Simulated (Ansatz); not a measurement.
Data sheet: Ga₂Pt (DFT)

Ga₂Pt:
```xyz
3
Lattice="0.0000 2.9339 2.9339 2.9339 0.0000 2.9339 2.9339 2.9339 0.0000" Properties=species:S:1:pos:R:3 pbc="T T T"
Ga     4.4008     4.4008     4.4008
Ga     1.4669     1.4669     1.4669
Pt     0.0000     0.0000     0.0000
```

Space group Fm-3m (No. 225), fluorite or antifluorite type; conventional cell a = b = c = 5.868 Å, α = β = γ = 90.00°.

Method: LDA (plane waves, PAW; program Ansatz). Geometry: relaxed at this level of theory. Other levels are named where they apply.

**Cell and energy**

- Volume per atom = 16.84 Å³
- Density = 11.00 g/cm³
- Formation energy from the elements (no fitted shifts) = -0.59 eV/atom

**Electronic structure**

* **Electronic character**: metallic (no gap)
* **Density of states at the Fermi level**: 0.37 states/eV per atom (mean over ±0.08 eV)

**Mechanics**

- Bulk modulus (Birch–Murnaghan fit) = 140 GPa
- Pressure derivative B′ = 5.5
- Elastic constants (relaxed ions, GPa) = C11 = 162, C12 = 131, C44 = 30.4
- Mechanical stability = stable (all eigenvalues of C positive)
- Hill bulk and shear moduli = 141 and 23.1 GPa
- Young's modulus = 65.6 GPa
- Poisson's ratio = 0.42
- Debye temperature from the elastic constants = 191 K

**Phonons**

- Highest zone-centre frequency = 175 cm^-1
- Zone-centre stability = no imaginary mode at Γ

The workflow started from a Materials Project entry (that database holds measured and hypothetical structures alike); the Crystallography Open Database files this formula in space group No. 225, but the cells were not matched. Its standing as an ambient phase is unchecked. The cell was relaxed with LDA under the symmetry of its start. No spin polarisation was allowed. As this level gives no gap, shear constants depend on the k-mesh and smearing (Fermi–Dirac, 0.1 eV here). As this level gives no gap, phonon frequencies hold no LO–TO term and depend on the k-mesh and smearing (Fermi–Dirac, 0.1 eV here). The references are the lowest solids computed at this level, not always the standard phases. Spin–orbit coupling is left out wherever it is not named.

Potentials: the later of the program's two PAW sets.
